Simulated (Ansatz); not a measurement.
Relaxed-ion elastic tensor of InAs (CsCl type, Pm-3m) in GPa (Voigt order), DFT-PBEsol in the program Ansatz with PAW potentials; density 7.31 g/cm³, 21.55 Å³ per atom.

|  | 1 | 2 | 3 | 4 | 5 | 6 |
|---|---|---|---|---|---|---|
| 1 | 67.6 | 66.7 | 66.7 | 0.0 | 0.0 | 0.0 |
| 2 | 66.7 | 67.6 | 66.7 | 0.0 | 0.0 | 0.0 |
| 3 | 66.7 | 66.7 | 67.6 | 0.0 | 0.0 | 0.0 |
| 4 | 0.0 | 0.0 | 0.0 | 16.1 | 0.0 | 0.0 |
| 5 | 0.0 | 0.0 | 0.0 | 0.0 | 16.1 | 0.0 |
| 6 | 0.0 | 0.0 | 0.0 | 0.0 | 0.0 | 16.1 |

Is the crystal mechanically stable?

On the edge, within the error: the smallest eigenvalue of C is 0.9 GPa.

Work out the Voigt and Reuss bounds. Is their mean of use?

K_V = 67.0, K_R = 67.0; G_V = 9.8, G_R = 1.1 GPa. The bounds lie so far apart that a Hill average or a Debye temperature from it would say little.

A made-up cell: these elements were put on the sites of a structure type; neither database checked (COD, Materials Project) lists it. It is not the phase usual at ambient conditions (space group No. 216). Symmetry was held in the PBEsol relaxation; whether a distortion lowers the energy is not shown. As this level gives no gap, shear constants depend on the k-mesh and smearing (Fermi–Dirac, 0.1 eV here).

Potentials: the earlier of the program's two PAW sets. The files were generated under PBE; for other functionals the program regenerates the frozen cores, and for LDA and PBEsol the local potential too.
